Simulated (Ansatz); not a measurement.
**Relaxing P**

All numbers below come from DFT r2SCAN, scalar-relativistic, plane waves, PAW in Ansatz 0.2.0. Settings: 500 eV cutoff, 22×22×22 k-mesh, Gaussian smearing of 0.10 eV, no spin polarisation.

What was changed: uniaxial strain along c, with a, b and atoms relaxed: +2.0 %.

A cell with an odd number of electrons and no spin polarisation is a metal by construction and may be lower with spin.

Command:

```bash
ansatz run input.yaml --threads 1 --pin off --max-ram 2560MiB --backend cpu --events-out ev --progress --plain --runs-dir out
```

Input:

```yaml
crystal:
  lattice:
    - [2.4251599667, 0.0, 0.0]
    - [0.0, 2.4251599667, 0.0]
    - [0.0, 0.0, 2.4860936342]
  atoms:
    - { symbol: P, position: [0.0, 0.0, 0.0] }
basis:
  ecutwfc: 500
kpoints:
  mp_grid: { grid: [22, 22, 22] }
hamiltonian:
  xc: r2scan
scf:
  occupations: { method: gaussian, width: 0.1 }
output:
  forces: true
  stress: true
  eigenvalues: true
relax:
  adjacent_minimum: "off"
  f_tol: 0.008
  max_steps: 40
  cell: { stress_tol: 0.015, fix: [c, angles] }
```

F is the free energy. Steps run on the plane waves of an earlier cell, but the last one, and at times one on the way, on a freshly chosen basis, so a repeated geometry can differ a little in energy. The held parts of the cell keep their stress, so P needn't end at zero.

Steps:

| step | F − F(1) (eV) | largest force component (eV/Å) | V (Å³/atom) | P (GPa) |
| --- | --- | --- | --- | --- |
| 1 | 0.0000 | 0.000 | 14.622 | -1.29 |
| 2 | -0.0002 | 0.000 | 14.667 | -1.68 |
| 3 | -0.0002 | 0.000 | 14.699 | -1.94 |
| 4 | -0.0002 | 0.000 | 14.699 | -1.94 |

Relaxed structure:

```xyz
1
Lattice="2.4316 0.0000 0.0000 0.0000 2.4316 0.0000 0.0000 0.0000 2.4861" Properties=species:S:1:pos:R:3 pbc="T T T"
P     0.0000    0.0000    0.0000
```

Symmetry: P4/mmm, No. 123, tetragonal system. The conventional cell has a = 2.432 Å, b = 2.432 Å, c = 2.486 Å, α = 90.00°, β = 90.00°, γ = 90.00°. P (site symmetry 4/mmm) is surrounded by 6 P at 2.43 to 2.49 Å.

The run converged. The run took 60 s on 1 thread of Intel(R) Xeon(R) Platinum 8488C (Sapphire Rapids) (shared host), peak memory 0.54 GiB.